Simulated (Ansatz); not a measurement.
Ga2O3:
```cif
data_Ga8O12
_chemical_formula_sum 'Ga8 O12'
_space_group_name_H-M_alt 'C2/m'
_space_group_IT_number 12
_space_group_name_Hall '-C 2y'
_cell_length_a 12.25424
_cell_length_b 3.03897
_cell_length_c 5.80786
_cell_angle_alpha 90.000
_cell_angle_beta 103.807
_cell_angle_gamma 90.000
loop_
_atom_site_label
_atom_site_type_symbol
_atom_site_symmetry_multiplicity
_atom_site_Wyckoff_symbol
_atom_site_fract_x
_atom_site_fract_y
_atom_site_fract_z
_atom_site_occupancy
Ga1 Ga 4 i 0.15871 0.50000 0.31446 1
Ga2 Ga 4 i 0.09052 0.00000 0.79481 1
O1 O 4 i 0.49625 0.00000 0.25620 1
O2 O 4 i 0.17333 0.00000 0.56352 1
O3 O 4 i 0.16420 0.00000 0.10913 1
```
(The calculation used a cell of 10 atoms; values per cell refer to that cell.)

Relaxed with r²SCAN. The program Ansatz at the r²SCAN level (PAW) gives a gap of 3.03 eV.

Q: What gap does HSE06 give on the same cell (Ansatz, PAW)?

A: 4.19 eV, 1.15 eV more. The hybrid was solved on a coarser mesh and at special points; the gap given is the minimum over both.

```csv
k,v1 r²SCAN,c1 r²SCAN,v1 HSE06,c1 HSE06
Γ,-0.03,3.03,-0.02,4.19
Y2,-0.17,5.19,?,?
A,-0.31,5.42,?,?
M2,-0.01,5.87,-0.02,7.12
V2,-0.16,6.37,-0.23,7.56
L2,-0.68,7.66,?,?
C,-0.15,6.50,-0.22,7.70
D,-0.65,7.69,?,?
```

Q: Top valence (v1) and lowest conduction level (c1) in eV from each method's valence maximum (which need not be a listed point): supply the withheld HSE06 values.

A: 
- A, v1 HSE06: -0.32
- A, c1 HSE06: 6.64
- Y2, v1 HSE06: -0.20
- Y2, c1 HSE06: 6.40
- D, v1 HSE06: -0.68
- D, c1 HSE06: 8.95
- L2, v1 HSE06: -0.72
- L2, c1 HSE06: 8.93

Cost on shared cores: the r²SCAN run (SCF on a 9×9×5 mesh, then bands and DOS) around 9 core-minutes (rough), the HSE06 run (SCF on 6×6×3, then a few points) around 19 core-minutes (rough); the tasks are unlike.

The r²SCAN relaxation kept the symmetry of its start. Spin–orbit coupling is left out wherever it is not named.

Potentials: the earlier of the program's two PAW sets. The files were generated under PBE; for other functionals the program regenerates the frozen cores, and for LDA and PBEsol the local potential too.
